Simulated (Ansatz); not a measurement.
**SiP₂O₇ — ¹⁷O NMR of the central transition**

Cell: an entry of the Crystallography Open Database (COD), ions relaxed with PBE at fixed cell.

```cif
data_SiP2O7
_symmetry_space_group_name_H-M 'P6_3/m'
_symmetry_Int_Tables_number 176
_cell_length_a 4.7158
_cell_length_b 4.7158
_cell_length_c 11.9170
_cell_angle_alpha 90.000
_cell_angle_beta 90.000
_cell_angle_gamma 120.000
loop_
_atom_site_label
_atom_site_type_symbol
_atom_site_symmetry_multiplicity
_atom_site_Wyckoff_symbol
_atom_site_fract_x
_atom_site_fract_y
_atom_site_fract_z
Si Si 2 b 0.0000 0.0000 0.0000
P P 4 f 0.6667 0.3333 0.3808
O7 O 12 i 0.9450 0.2735 0.0868
O13 O 2 d 0.6667 0.3333 0.2500
```

One atom of each set is listed.

The numbers come from a DFT calculation in Ansatz (PBE, plane waves and PAW, scalar-relativistic, 420 eV cutoff, Γ-centred 6×6×2 k-points, Fermi–Dirac smearing 0.02 eV).

¹⁷O has I = 5/2 and Q = -25.58 mb (Pyykkö 2018); at 16.4 T its Larmor frequency is ν₀ = 94.7 MHz. Only the quadrupole interaction is simulated: positions count from each site's isotropic chemical shift, and J coupling is left out, as are shift anisotropy and dipolar coupling, which fast spinning averages.

(1) Simulate the second-order pattern (fast magic-angle spinning, Gaussian broadening 0.4 kHz) of site O13 (2 P at 1.56 Å, angle 180°).

Answers

(1) The calculation gives C_Q = -9.84 MHz and η = 0.00, so ν_Q = 1.48 MHz and the centre of gravity lies at -64.8 ppm (-6.14 kHz).

(offset (kHz), height): (-15.87, 0), (-15.25, 4), (-14.62, 6), (-13.99, 6), (-13.37, 6), (-12.74, 6), (-12.11, 7), (-11.49, 7), (-10.86, 7), (-10.24, 9), (-9.61, 81), (-8.98, 73), (-8.36, 53), (-7.73, 47), (-7.10, 44), (-6.48, 43), (-5.85, 43), (-5.23, 45), (-4.60, 48), (-3.97, 53), (-3.35, 64), (-2.72, 100), (-2.09, 87), (-1.47, 0)

An axis of threefold or higher order runs through O13, so V_zz lies along it and η is zero.

At this cell the PBE pressure is 5 GPa (principal stresses up to 8 GPa in size), so with PBE the cell would grow if it were relaxed. The database positions were far from equilibrium, so the relaxed structure may not be the compound's real one.
